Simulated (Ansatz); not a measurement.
Input:

CaAlHO₂:
```
CELL_PARAMETERS angstrom
      3.73043     0.00000     0.00000
      0.00000     3.73043     0.00000
      0.00000     0.00000     3.44811
ATOMIC_POSITIONS crystal
  Ca 0.50000 0.50000 0.50000
  Al 0.00000 0.00000 0.00000
  O  0.50000 0.00000 0.00000
  O  0.00000 0.50000 0.00000
  H  0.00000 0.00000 0.50000
```

This is the r²SCAN-relaxed structure. Tensor components refer to the Cartesian frame of this cell.

**Question.** All from the program Ansatz at the r²SCAN level (PAW), unless another level is named. Predict the bulk modulus (Birch–Murnaghan fit).

**Answer.** 151 GPa.

**Question.** What about the elastic constants (relaxed ions, GPa)?

**Answer.** C11 = 322, C12 = 134, C13 = 68.6, C33 = 237, C44 = 110, C66 = 176.

Space group P4/mmm. The start of the workflow was typed in or built on a structure type; neither database checked (COD, Materials Project) lists it. Its standing as an ambient phase is unchecked. The r²SCAN relaxation kept the symmetry of its start; its stability against distortions is not shown here.

Potentials: the earlier of the program's two PAW sets.
